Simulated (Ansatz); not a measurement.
The relaxed structure here is a generated cell of SiRu: the first start was made by a random draw of sites in a space group, and the end was not matched to a known phase here, so it may be hypothetical.

The start is a randomly generated symmetric cell of SiRu (space group No. 107). The structure is fully relaxed (lattice and positions, P = 0) with PBEsol (plane waves to 420 eV, PAW, scalar-relativistic; Ansatz, a quantum-chemistry and plane-wave program). First-step values are on the input's coarse k-mesh.

Ansatz input (later rounds restart from its end on a renewed k-mesh):
Ansatz 0.2 input:
```yaml
crystal:
  lattice:
    - [-2.2063005, 2.2063005, 5.3798741]
    - [2.2063005, -2.2063005, 5.3798741]
    - [2.2063005, 2.2063005, -5.3798741]
  atoms:
    - { symbol: Ru, position: [0.29060456, 0.79060456, 0.5] }
    - { symbol: Ru, position: [0.79060456, 0.29060456, 0.5] }
    - { symbol: Ru, position: [0.34284466, 0.34284466, 0] }
    - { symbol: Si, position: [0.58779852, 0.08779852, 0.5] }
    - { symbol: Si, position: [0.08779852, 0.58779852, 0.5] }
    - { symbol: Si, position: [0.71915595, 0.71915595, 0] }
basis: { ecutwfc: 420, ecutrho_ratio: 4, xc_grid: 2, fft_grid_basis: typed }
kpoints: { mp_grid: { grid: [7, 7, 7] } }
hamiltonian:
  xc: pbesol
  dispersion: none
  pseudopotentials: { kind: paw }
scf: { occupations: { method: fermi_dirac, width: 0.05 } }
relax: { f_tol: 0.01, max_steps: 100, cell: { stress_tol: 0.02 } }
output: { forces: true, stress: true }
```

- Initial pressure: +15 GPa (positive: the cell is compressed)
- Largest initial force: about 5.2 eV/Å, on Ru3 (atoms numbered as listed)
- Volume change: -13.2 %, from 17.46 to 15.15 Å³/atom
- Shortest distances (start → end): The closest pairs of elements (up to four, under 3.6 Å), start → end: Ru–Si 2.18 → 2.33 Å; Ru–Ru 2.28 → 2.68 Å; Si–Si 2.62 → 2.54 Å
- Band gap at the end: zero (metallic)
- Optimiser moves: 14

Final values are on a 15×15×15 k-mesh of the relaxed cell. No spin polarisation in the result.

The run could not lose the symmetry of its start: the end is stationary, and may be a saddle point rather than a minimum.
